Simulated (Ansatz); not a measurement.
This run works on a proposed trial structure, not on a known crystal.

Input and command of a plane-wave DFT calculation in Ansatz:

```yaml
crystal:
  lattice:
    - [2.957979302, 0.0, 0.0]
    - [-1.478989651, 2.5616852194, 0.0]
    - [0.0, 0.0, 12.8227236611]
  atoms:
    - { symbol: W, position: [0.6666666667, 0.3333333333, 0.638097226] }
    - { symbol: W, position: [0.6666666667, 0.3333333333, 0.861902774] }
    - { symbol: W, position: [0.3333333333, 0.6666666667, 0.361902774] }
    - { symbol: W, position: [0.3333333333, 0.6666666667, 0.138097226] }
    - { symbol: C, position: [0.6666666667, 0.3333333333, 0.4615971814] }
    - { symbol: C, position: [0.3333333333, 0.6666666667, 0.5384028186] }
    - { symbol: C, position: [0.3333333333, 0.6666666667, 0.75] }
    - { symbol: C, position: [0.3333333333, 0.6666666667, 0.9615971814] }
    - { symbol: C, position: [0.6666666667, 0.3333333333, 0.0384028186] }
    - { symbol: C, position: [0.6666666667, 0.3333333333, 0.25] }
basis:
  ecutwfc: 420
kpoints:
  mp_grid: { grid: [12, 12, 4] }
hamiltonian:
  xc: pbe
scf:
  occupations: { method: gaussian, width: 0.1 }
output:
  forces: true
  stress: true
  eigenvalues: true
relax:
  adjacent_minimum: "off"
  f_tol: 0.01
  max_steps: 80
  cell: { stress_tol: 0.05 }
```

```bash
ansatz run input.yaml --threads 1 --pin off --max-ram 2560MiB --backend cpu --events-out ev --progress --plain --runs-dir out
```

Processor: Intel(R) Xeon(R) Platinum 8259CL CPU @ 2.50GHz (Skylake/Cascade Lake), 1 thread, on a host shared with other jobs.

Question: Estimate time, memory and problem size.

Answer: About 2.9 min, peak memory 0.57 GiB. It solves 50 bands at 57 k points (after reduction by symmetry) with about 1843 plane waves (on the last cell), in 30 SCF iterations over 6 ionic steps.
